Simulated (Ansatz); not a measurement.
## MgCrInS4, one structure, two calculations

Cell: a computed structure from the Materials Project (it need not be an observed phase), taken as it stands.

Space group Imma (No. 74); a = 7.3672, b = 7.5164, c = 10.6154 Å.

```csv
site,Wyckoff,site symmetry,x,y,z
Mg,4e,mm2,0.5000,0.2500,0.3742
Cr,4d,.2/m.,0.7500,0.7500,0.2500
In,4b,2/m..,0.5000,0.5000,0.0000
S7,8h,m..,0.5000,0.9680,0.2491
S8,8i,.m.,0.2430,0.7500,0.4791
```

One atom of each set is listed; the run and its k-mesh use a cell of 14 atoms with edges of 7.47, 7.47, 7.47 Å.

First run. All values are calculated (Ansatz; DFT, PBE, plane waves and PAW, scalar-relativistic, collinear spin, 420 eV cutoff, Γ-centred 5×5×5 k-points, Fermi–Dirac smearing 0.02 eV), not measured. Start moments as typed (μB): 3 on each Cr, none on the rest.

```
site  V_zz (10²¹ V/m²)     η  m (μB)
  Mg              0.30  0.34    0.01
  Cr             -1.21  0.68    2.70
  In              3.82  0.54    0.02
  S7             -1.89  0.39   -0.05
  S8              1.41  0.96    0.00
```

Second run. The same atoms and settings, except that the cutoff is 300 eV.

Task: Given the first result, estimate the second.

Result: 

| site | V_zz | η | change of V_zz | m (μB) |
| --- | --- | --- | --- | --- |
| Mg | 0.31 | 0.35 | +0.01 | 0.01 |
| Cr | -1.19 | 0.69 | +0.02 | 2.70 |
| In | 3.82 | 0.55 | 0.00 | 0.02 |
| S7 | -1.92 | 0.38 | -0.03 | -0.05 |
| S8 | 1.43 | 0.94 | +0.02 | 0.00 |

No V_zz moves by more than 0.03. In per cent, |V_zz| changes by -2 on Cr, 0 on In, +1 to +2 on S (all sites that start above 0.5).

Without spin–orbit coupling (the program notes it for In) the gradients can shift somewhat, as the gap is small. With a gap of 0.9 eV on this mesh, small gradients can still move by 0.1 × 10²¹ V/m² or more as the k-mesh gets denser. All moments are parallel here, as the start or the cell imposes; many such compounds order antiparallel, where fields and spin densities carried over to other atoms largely cancel. The magnetic order is the one that the run reached from its start moments, not necessarily the measured one.
